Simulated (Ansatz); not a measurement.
NaHg2, first-principles data

NaHg₂:
```
CELL_PARAMETERS angstrom
      5.02769     0.00000     0.00000
     -2.51385     4.35411     0.00000
      0.00000     0.00000     3.20171
ATOMIC_POSITIONS crystal
  Hg 0.33333 0.66667 0.50000
  Hg 0.66667 0.33333 0.50000
  Na 0.00000 0.00000 0.00000
```

Space group P6/mmm (No. 191); conventional cell a = b = 5.028 Å, c = 3.202 Å, α = β = 90.00°, γ = 120.00°.

Method: DFT-PBEsol in the program Ansatz with PAW potentials. Structure relaxed to zero pressure with the same functional. Other levels are named where they apply.

Cell and energy:

```json
{
  "volume_per_atom": "23.36 Å³",
  "density": "10.05 g/cm³",
  "Formation energy from the elements (no fitted shifts)": "-0.26 eV/atom"
}
```

Electronic structure:

```json
{
  "electronic_character": "metallic (no gap)",
  "Density of states at the Fermi level": "0.34 states/eV per atom (mean over ±0.08 eV)",
  "Gap with spin–orbit coupling": "none (metallic)"
}
```

Mechanics:

```json
{
  "Bulk modulus (Birch–Murnaghan fit)": "31.4 GPa",
  "Pressure derivative B′": "6.5",
  "Elastic constants (relaxed ions, GPa)": "C11 = 64.7, C12 = 33.4, C13 = 17.5, C33 = 42.0, C44 = 10.2",
  "mechanical_stability": "stable (all eigenvalues of C positive)",
  "hill_bulk_and_shear_moduli": "32.8 and 13.6 GPa",
  "Young's modulus": "35.8 GPa",
  "Poisson's ratio": "0.32",
  "debye_temperature_from_the_elastic_constants": "136 K"
}
```

Phonons:

```json
{
 "highest_zone_centre_frequency": "133 cm⁻¹",
 "zone_centre_stability": "no imaginary mode at Γ"
}
```

The workflow started from an entry of the Crystallography Open Database (COD). Whether it is the stable phase at ambient conditions was not checked. The cell keeps a stress of up to 0.2 GPa. Symmetry was held in the PBEsol relaxation. As this level gives no gap, shear constants depend on the k-mesh and smearing (Fermi–Dirac, 0.1 eV here). As this level gives no gap, phonon frequencies hold no LO–TO term and depend on the k-mesh and smearing (Fermi–Dirac, 0.1 eV here). Axis ratios of metals converge slowly with the k-mesh, so a and c are less sure than the volume. The references are the lowest solids computed at this level, not always the standard phases. Scalar-relativistic: spin–orbit coupling is off unless named, which matters more the heavier the elements.

Potentials: the later of the program's two PAW sets.
